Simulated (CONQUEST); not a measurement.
Input and output of a self-consistent single point for TiC (Fm-3m, 8 atoms in the cell; from Materials Project mp-631) (CONQUEST).

Computed with PBEsol, numerical atomic orbitals double-zeta with polarisation (the shipped basis) contracted to multi-site support functions of range 7 bohr, PseudoDojo norm-conserving potentials made for PBEsol (CONQUEST).

```
TiC
1.0
    4.33144     0.00000     0.00000
    0.00000     4.33144     0.00000
    0.00000     0.00000     4.33144
Ti C
4 4
Direct
  0.00000   0.00000   0.00000
  0.00000   0.50000   0.50000
  0.50000   0.00000   0.50000
  0.50000   0.50000   0.00000
  0.50000   0.00000   0.00000
  0.50000   0.50000   0.50000
  0.00000   0.00000   0.50000
  0.00000   0.50000   0.00000
```

Reference input (self-consistent single point, DFT, PBEsol, numerical atomic orbitals double-zeta with polarisation (the shipped basis), PseudoDojo norm-conserving potentials made for PBEsol): basis = DZP; Diag.MPMeshX, Y, Z = 3 3 3; potentials = PseudoDojo norm-conserving PBEsol; Grid.GridCutoff = 140 Ha; DM.SolutionMethod = diagon; Diag.SmearingType = 1; Diag.kT = 0.003675 Ha; Diag.GammaCentred = true; Diag.MPOrder = 0; minE.SCTolerance = 1.0e-06; SC.MaxIters = 100; SC.LinearMixingFactor = 0.5. This run's input differs from it in these lines:

```diff
@@ -13,2 +13,15 @@
 %endblock
+%block Ti
+  Atom.NumberOfSupports    10
+  Atom.MultisiteRange      7
+  Atom.LFDRange            7
+%endblock
+%block C
+  Atom.NumberOfSupports    4
+  Atom.MultisiteRange      7
+  Atom.LFDRange            7
+%endblock
+Basis.MultisiteSF              T
+Multisite.LFD                  T
+Multisite.LFD.kT               0.3
```

The program printed (abridged):

```
    new_SC_potl: Starting.  Tolerance:  0.10000E-05

    PulayMixSC: Starting Pulay mixing, A_up =  0.500 A_dn =  0.500
    PulayMixSC: Spin non-polarised calculation.
    PulayMixSC: with Kerker preconditioning, q0 =  0.500
    Init_SFcoeff: Time for making initial multi-site SF coeffficients:         491.10672500 ms
          Harris-Foulkes Energy            :     -7122.387734086654746 eV
          GroundState Energy (kT --> 0)    :     -7122.387794848365957 eV
          Free Energy (E-TS)               :     -7122.387855610077168 eV
          DFT Total Energy                 :     -7087.931782119178933 eV
   [... lines left out ...]
    PulayMixSC: Pulay iteration    12 residual:              0.20681E-05
    Init_SFcoeff: Time for making initial multi-site SF coeffficients:         517.73778500 ms
          Harris-Foulkes Energy            :     -7114.134261989862352 eV
          GroundState Energy (kT --> 0)    :     -7114.157511169039935 eV
          Free Energy (E-TS)               :     -7114.180760348217518 eV
          DFT Total Energy                 :     -7114.134262001596653 eV
          Total number of electrons        :        64.000044979175911
    PulayMixSC: Pulay iteration    13 residual:              0.44847E-06
    PulayMixSC: Reached SCF tolerance of  0.44847E-06 after     13 iterations
      | Number of electrons      =        64.000045
      |* band energy as 2Tr[K.H] =     -1949.060442783105600 eV
      |  screened ion-ion energy =     -5356.819230070835147 eV
      |  Ha correction           =        52.747188447849901 eV
      |  XC correction           =       138.998592164728507 eV
      | GS Energy with kT -> 0   =     -7114.157511169039935 eV
      | Free Energy as E-TS      =     -7114.180760348217518 eV
      |* Harris-Foulkes energy   =     -7114.134261989862352 eV
      |* DFT total energy        =     -7114.134262001596653 eV
      |  estimated accuracy      =         0.000000011733935 eV

    force: Forces on atoms (eV/a0)
    force:  Atom   X              Y              Z
    force:     1   0.0000000000  -0.0000000000   0.0000000000
   [... zero for the other atoms too ...]

    force: Maximum force :        0.00000000(eV/a0) on atom         4 in z direction
    force: Force Residual:        0.00000000 eV/a0
    force: Total stress:          3.66966529     3.66966529     3.66966529 GPa
    force: Average pressure:     -3.66966529 GPa

    force: Finished force
    get_E_and_F: Change in energy during last step of electronic optimisation: -0.25207E-05
```

The run converged in 13 iterations. CONQUEST prints the stress tensor with tension positive. Against the reference run the free energy goes up by 31.0 meV/atom and the pressure goes from -4.65 to -3.67 GPa.

The program uses no crystal symmetry, so grid and mesh can part values that symmetry would make equal. The atom-centred basis is finite, which shifts total energies and pressures against plane waves. This run is one point of a test of settings, so its values need not be converged; read them against the reference run alone. The structure comes from a collection of computed structures, made at another level of theory; the collection holds predicted forms beside known ones. No clean gap shows at this smearing width and mesh (spacing up to 0.48 Å⁻¹); the mesh is coarse for partly filled bands, so the values carry mesh errors.

Cost on one core: very roughly 7 core-minutes.
